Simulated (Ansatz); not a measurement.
Input file of a DFT run on Tl with Ansatz:

```yaml
crystal:
  lattice:
    - [3.5086533647, 0.0, 0.0]
    - [-1.7543266824, 3.0385829469, 0.0]
    - [0.0, 0.0, 5.8333509377]
  atoms:
    - { symbol: Tl, position: [0.3333333333, 0.6666666667, 0.75] }
    - { symbol: Tl, position: [0.6666666667, 0.3333333333, 0.25] }
basis:
  ecutwfc: 420
  ecutrho_ratio: 4
kpoints:
  mp_grid: { grid: [8, 8, 4] }
hamiltonian:
  xc: hse06
scf:
  occupations: { method: gaussian, width: 0.05 }
output:
  forces: true
  stress: true
  eigenvalues: true
```

The database's entry of this formula in the relaxed cell's space group, P6_3/mmc, has axes of 3.456 × 3.456 × 5.525 Å and 28.57 Å³/atom (1963), the relaxed one 3.384 × 3.384 × 6.194 Å and 30.72.

Task: Before reading the output: what should come out?

Result: Pressure -0.3 GPa, gap on the mesh zero (metallic) (HSE06, scalar-relativistic).

The output:

```
Pseudopotentials: kind: paw
Pseudopotential: Tl, paw, valence charge 13, recommended cutoff 420 eV (normal), Tl.paw.azcp
Crystal: 2 atoms, lattice volume = 62.191 Å³
Basis set: ecut = 420 eV, 1201 PW (Γ), exchange–correlation on 48×48×80 points (8 copies of the dense FFT grid, shifted against one another)
Bands: 17, of which v1, the nominal top of the filled ones, is band 13 counted from 1 (12 counted from 0)
Symmetry: 24 space group operations
Space group: P63/mmc (ITA 194), of the structure as read, at distance tolerance 4.0e-5 Å
k-points: 30 of 256
Initial density: superposition of atomic densities (neutral atoms: chi_scale 0, normalization atom), corrected by the library's trained network
Initial wavefunctions: pseudopotential atomic-orbital guess
```

```
SCF iter   1: F=—  HF=-22888.210190 eV  |F-HF|=—  |Δ(HF+E_count)|=         —  Δρ=7.13e-4  dr2=4.15e-4
SCF iter   2: F=—  HF=-22888.210487 eV  |F-HF|=—  |Δ(HF+E_count)|=   2.98e-4  Δρ=4.09e-4  dr2=1.54e-4
SCF iter   3: F=—  HF=-22888.210515 eV  |F-HF|=—  |Δ(HF+E_count)|=   2.79e-5  Δρ=1.41e-4  dr2=1.82e-5
SCF iter   4: F=—  HF=-22888.210517 eV  |F-HF|=—  |Δ(HF+E_count)|=   2.21e-6  Δρ=3.18e-5  dr2=7.67e-7
SCF iter   5: F=—  HF=-22888.210518 eV  |F-HF|=—  |Δ(HF+E_count)|=   7.01e-7  Δρ=9.28e-6  dr2=6.45e-8
SCF iter   6: F=—  HF=-22888.210518 eV  |F-HF|=—  |Δ(HF+E_count)|=   5.94e-8  Δρ=2.70e-6  dr2=5.33e-9
SCF iter   7: F=-22888.210518 eV  HF=-22888.210518 eV  |F-HF|=5.09e-11  |Δ(HF+E_count)|=   3.09e-9  Δρ=4.23e-7  dr2=9.96e-11
SCF 1 converged in 7 iterations: F = -22888.210518 eV  dr2 = 9.96e-11
SCF iter   1: F=—  HF=-22895.148091 eV  |F-HF|=—  |Δ(HF+E_count)|=         —  Δρ=5.24e-3  dr2=1.62e-2
SCF iter   2: F=—  HF=-22895.144345 eV  |F-HF|=—  |Δ(HF+E_count)|=   3.75e-3  Δρ=2.53e-3  dr2=5.01e-3
...
SCF 2 stopped early in 6 iterations: F = -22895.148094 eV  dr2 = 4.83e-6
SCF iter   1: F=—  HF=-22895.147887 eV  |F-HF|=—  |Δ(HF+E_count)|=         —  Δρ=2.72e-5  dr2=6.41e-7
SCF iter   2: F=—  HF=-22895.147887 eV  |F-HF|=—  |Δ(HF+E_count)|=   1.06e-7  Δρ=1.49e-5  dr2=1.15e-7
SCF iter   3: F=-22895.147887 eV  HF=-22895.147887 eV  |F-HF|=1.66e-9  |Δ(HF+E_count)|=   1.94e-7  Δρ=2.05e-6  dr2=3.18e-9
```

```
SCF 3 converged in 3 iterations: F = -22895.147887 eV  dr2 = 3.18e-9
hybrid SCF converged: 2 outer / 9 inner (+7 warm-up), last move |dexx| = 2.06e-7 eV, tail = 8.16e-9 eV
Free energy (F): -22895.147887 eV
Frozen-core exchange: fock
E sigma→0 (E₀):  -22895.145874 eV
Entropy (-TS):   -0.004026 eV (-2.013 meV/atom)
Fermi energy:    9.260829 eV
--- Per-component energies (eV) ---
  E_band       = -51.261144
  E_kinetic    = 668.808326
  E_local      = -1849.650019  (includes V_loc(G=0)·N_el)
  E_nonlocal   = 632.688262
  E_hartree    = 685.198813
  E_xc         = -366.849955
  E_vxc        = -226.233416  (∫ρ·V_xc dr)
  E_paw        = -20375.804141  (= ΣΔE_a)
  E_vpaw       = -536.191455  (= ΣTr[D̂ρ^β])
  E_aug_tail   = 0.000068  (compensation charges beyond the density's cutoff)
  E_ewald      = -2235.001728
  E_core_change = 1.007857  (= ΣΔE_core)
  E_smearing   = -0.004026  (= −TS)
--- Forces (eV/Å), atoms counted from 1 ---
  atom   1  Tl     0.00000000     0.00000000     0.00000000
  atom   2  Tl     0.00000000     0.00000000     0.00000000
--- Stress (GPa, compression-positive) ---
       -1.156244       0.000000       0.000000
        0.000000      -1.156244       0.000000
        0.000000       0.000000       1.390380
  P = ⅓ Tr σ = -0.3074 GPa (-3.074 kbar)
--- Band table (eV; the first three rows and the last of 30) ---
  k-point 0: bands = ["-4.2235", "-4.1018", "-4.0491", "-4.0491", "-4.0124", "-4.0124", "-3.9128", "-3.9128", "-3.6735", "-3.6735", "-1.4470", "3.0988", "6.2016", "17.8219", "17.8219", "19.3097", "19.6981"]
  k-point 1: bands = ["-4.1988", "-4.1096", "-4.0671", "-4.0671", "-4.0318", "-4.0318", "-3.8543", "-3.8543", "-3.6943", "-3.6943", "-1.1046", "1.6412", "8.3465", "16.1955", "18.0695", "18.0695", "19.4134"]
  k-point 2: bands = ["-4.1462", "-4.1462", "-4.0639", "-4.0639", "-4.0639", "-4.0639", "-3.7597", "-3.7597", "-3.7597", "-3.7597", "-0.0577", "-0.0577", "12.0427", "12.0427", "18.7153", "18.7153", "18.7153"]
  k-point 29: bands = ["-4.1681", "-4.1681", "-4.0182", "-4.0182", "-3.9329", "-3.9329", "-3.7878", "-3.7878", "-3.6546", "-3.6546", "4.5602", "4.5602", "8.0021", "8.0021", "10.3792", "10.3792", "16.4504"]
```

Absolute energies hang on the potentials; compare differences alone.

For elements this heavy, spin–orbit coupling would shift levels and gaps; it isn't included here. Pressures of hybrids are less tightly converged. For a metal under a hybrid functional this mesh is coarse.
